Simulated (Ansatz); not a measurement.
ZnWO4:
```yaml
crystal:
  lattice:
    - [4.67442, 0.00000, 0.00000]
    - [0.00000, 5.72485, 0.00000]
    - [-0.04835, 0.00000, 4.91246]
  atoms:
    - { symbol: Zn, position: [0.50000, 0.67954, 0.75000] }
    - { symbol: Zn, position: [0.50000, 0.32046, 0.25000] }
    - { symbol: W, position: [0.00000, 0.18299, 0.75000] }
    - { symbol: W, position: [0.00000, 0.81701, 0.25000] }
    - { symbol: O, position: [0.78323, 0.10599, 0.06353] }
    - { symbol: O, position: [0.21677, 0.89401, 0.93647] }
    - { symbol: O, position: [0.21677, 0.10599, 0.43647] }
    - { symbol: O, position: [0.78323, 0.89401, 0.56353] }
    - { symbol: O, position: [0.74379, 0.37600, 0.59694] }
    - { symbol: O, position: [0.25621, 0.62400, 0.40306] }
    - { symbol: O, position: [0.25621, 0.37600, 0.90306] }
    - { symbol: O, position: [0.74379, 0.62400, 0.09694] }
```

Relaxed with r²SCAN. Special points in fractions of this cell's reciprocal vectors: Γ (0.000, 0.000, 0.000); Z (0.000, 0.500, 0.000); D (0.000, 0.500, 0.500); B (0.000, 0.000, 0.500); A (-0.500, 0.000, 0.500); E (-0.500, 0.500, 0.500); C2 (-0.500, 0.500, 0.000); Y2 (-0.500, 0.000, 0.000).

### Question
List the band energies nearest the valence-band maximum at these points for the program Ansatz at the r²SCAN with spin–orbit coupling level (PAW).

### Answer
In eV from the valence-band maximum; about four levels below and three above (degenerate sets whole), none deeper than 8.9 eV; points with the same levels are listed once.

```csv
k,below,above
Γ,-0.39 -0.39 -0.29 -0.29,3.69 3.69 4.07 4.07
Z,-0.52 -0.52 -0.05 -0.05,3.28 3.28 4.10 4.10
D,-0.30 -0.30 -0.30 -0.30,3.76 3.76 3.76 3.76
B,-0.13 -0.13 -0.13 -0.13,3.81 3.81 3.81 3.81
A,-0.27 -0.27 -0.27 -0.27,4.00 4.00 4.00 4.00
E,-0.40 -0.40 -0.40 -0.40,3.95 3.95 3.95 3.95
C2,-0.53 -0.53 -0.32 -0.32,3.77 3.77 4.00 4.00
Y2,-0.26 -0.26 -0.23 -0.23,3.83 3.83 3.94 3.94
```

Space group P2/c. The first step of the workflow began from a Materials Project structure, measured or hypothetical; the Crystallography Open Database files this formula in space group No. 13, but the cells were not matched. Whether it is the stable phase at ambient conditions was not checked. Symmetry was held in the r²SCAN relaxation; its stability against distortions is not shown here. The run is not spin-polarised. No Hubbard U is applied.

Potentials: the later of the program's two PAW sets.
